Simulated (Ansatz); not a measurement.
MoSe2:
```xyz
6
Lattice="3.2771 0.0000 0.0000 -1.6385 2.8380 0.0000 0.0000 0.0000 12.7329" Properties=species:S:1:pos:R:3 pbc="T T T"
Mo     1.6385     0.9460     3.1832
Mo     0.0000     1.8920     9.5497
Se     0.0000     1.8920     4.8573
Se     1.6385     0.9460     7.8756
Se     1.6385     0.9460    11.2237
Se     0.0000     1.8920     1.5092
```

Relaxed with PBE+D3(BJ). Special points in fractions of this cell's reciprocal vectors: Γ (0.000, 0.000, 0.000); M (0.500, 0.000, 0.000); K (0.333, 0.333, 0.000); A (0.000, 0.000, 0.500); L (0.500, 0.000, 0.500); H (0.333, 0.333, 0.500).

Question: List the band energies nearest the valence-band maximum at these points for DFT-PBE+D3(BJ) with spin–orbit coupling in the program Ansatz with PAW potentials.

Answer: In eV from the valence-band maximum; about four levels below and three above (degenerate sets whole), none deeper than 8.9 eV; points with the same levels are listed once.

| k | below | above |
|---|---|---|
| Γ | -0.71 -0.71 0.00 0.00 | 2.32 2.32 2.40 2.40 |
| M | -1.11 -1.11 -0.88 -0.88 | 1.54 1.54 1.59 1.59 |
| K | -0.57 -0.57 -0.27 -0.27 | 1.14 1.14 1.16 1.16 |
| A | -0.17 -0.17 -0.17 -0.17 | 2.34 2.34 2.34 2.34 |
| L | -1.02 -1.02 -1.02 -1.02 | 1.56 1.56 1.56 1.56 |
| H | -0.53 -0.53 -0.36 -0.36 | 1.15 1.15 1.17 1.17 |

Space group P6_3/mmc. Symmetry was held in the PBE+D3(BJ) relaxation; phonons on a q-mesh show no instability. No spin polarisation was allowed.

Potentials: the later of the program's two PAW sets.
